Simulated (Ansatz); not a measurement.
# SnPb3Se4: a bulk modulus from differences

The structure comes from a generated guess, relaxed at this level; another structure or a mixture of phases may lie lower.

The calculation used Ansatz 0.2.0, DFT PBE, scalar-relativistic, plane waves, PAW. Settings of the last relaxation (8-atom cell): 420 eV, 6×6×6 k points, Gaussian smearing of 0.01 eV, no spin polarisation.

```cif
data_structure
_symmetry_space_group_name_H-M 'R3m:H'
_symmetry_Int_Tables_number 160
_cell_length_a 8.7634
_cell_length_b 8.7634
_cell_length_c 10.7671
_cell_angle_alpha 90.000
_cell_angle_beta 90.000
_cell_angle_gamma 120.000
_cell_volume 716.10
loop_
_atom_site_label
_atom_site_type_symbol
_atom_site_symmetry_multiplicity
_atom_site_Wyckoff_symbol
_atom_site_fract_x
_atom_site_fract_y
_atom_site_fract_z
_atom_site_occupancy
Sn1 Sn 3 a 0.33333 0.66667 0.65185 1
Pb1 Pb 9 b 0.66667 0.83333 0.33035 1
Se1 Se 3 a 0.33333 0.66667 0.16921 1
Se2 Se 9 b 0.67949 0.83975 0.84152 1
```

The cell was set to several volumes, with shape and atoms relaxed at each where symmetry leaves them free. Pressure is positive in compression, and energies count from the lowest row.

```csv
row,V (Å³/atom),P (GPa),ΔE (meV/atom),gap on mesh (eV)
1,26.257,7.11,69.0,0.00
2,27.152,?,?,?
3,28.047,2.87,14.9,0.03
4,28.942,1.30,3.4,0.08
5,29.837,-0.02,0.0,0.13
6,30.733,-1.09,3.2,0.14
7,31.628,-1.75,11.2,0.10
8,32.821,-2.30,26.4,0.22
```

Task: Find B = −V·ΔP/ΔV from rows 4 and 6 and from rows 1 and 3, and from the two its slope B′ and its value B0 at zero pressure.

Result: Rows 4 and 6 give −(28.942 + 30.733)/2 × (-1.09 − (1.30))/(30.733 − 28.942) = 39.8 GPa at a mean pressure of 0.10 GPa. Rows 1 and 3 give −(26.257 + 28.047)/2 × (2.87 − (7.11))/(28.047 − 26.257) = 64.3 GPa at a mean pressure of 4.99 GPa. So B′ = (64.3 − 39.8)/(4.99 − (0.10)) = 5.01 and B0 = 39.8 − 5.01 × (0.10) = 39.3 GPa. A third-order Birch–Murnaghan fit to all the energies gives B0 = 36.6 GPa and B′ = 7.0.

Task: Estimate the pressure and energy of row 2.

Result: From row 5, V0 = 29.837 × (1 + (-0.02)/39.3) = 29.822 Å³/atom. Murnaghan's form P = (B0/B′)·[(V0/V)^B′ − 1] gives (39.3/5.01) × [(29.822/27.152)^5.01 − 1] = 4.71 GPa; the computed pressure is 4.77 GPa, so the estimate is off by -0.06 GPa. The work of compression from row 3, with the mean of the two pressures, gives ΔE = 14.9 + (4.71 + 2.87)/2 × (28.047 − 27.152)/160.2 × 1000 = 36.1 meV/atom (1 eV/Å³ = 160.2 GPa); the computed value is 36.0 meV/atom. It has no gap on its mesh.

Spin–orbit coupling, which can matter for Pb, is left out. Kohn–Sham gaps at this level usually fall short of measured ones. The missing spin–orbit coupling can work the other way here. Small gaps are read on the mesh alone, and bands can cross between its points. All volumes keep the k mesh of the relaxed cell. This cell was reached by moving the atoms of another relaxed cell at random and relaxing again, last within the group found; it had no such test of its own.
